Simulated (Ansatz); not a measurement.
Ga₂O₃ in space group C2/m (No. 12; Pearson symbol mS20), r²SCAN (plane waves, PAW; program Ansatz). The conduction-band minimum lies at Γ, with 1 equivalent valley. Second derivatives d²E/dk² of the lowest band at one valley (eV·Å²), along Cartesian directions:

| direction | d²E/dk² |
|---|---|
| [100] | 29.24 |
| [010] | 28.74 |
| [001] | 30.26 |
| [110] | 28.98 |
| [101] | 29.48 |
| [011] | 29.50 |

Q: Find the principal effective masses, the density-of-states mass and the conductivity mass.

A: Off-diagonal terms follow from H_xy = H[110] − (H_xx + H_yy)/2, and m*/mₑ = 7.620 eV·Å² over each eigenvalue: 0.25, 0.26, 0.27. One valley's DOS mass (m₁m₂m₃)^(1/3) = 0.26, conductivity mass 3/(Σ 1/mᵢ) = 0.26 mₑ.

Q: What effective density of states Nc follows at 300 K for parabolic valleys?

A: Nc = 2.509e19 × 1 × (0.26)^(3/2) ≈ 3.3e18 cm⁻³.

Q: With the computed static dielectric constant 10.9 (mean of the diagonal), estimate a hydrogenic donor's binding energy and radius.

A: E = 13.606 eV × 0.26/10.9² ≈ 30 meV; a = 0.529 Å × ε/m* ≈ 22 Å. Semilocal masses tend to be too small when the gap is underestimated.

The r²SCAN relaxation kept the symmetry of its start. Scalar-relativistic: spin–orbit coupling is off unless named, which matters more the heavier the elements.

Potentials: the earlier of the program's two PAW sets. The files were generated under PBE; for other functionals the program regenerates the frozen cores, and for LDA and PBEsol the local potential too.
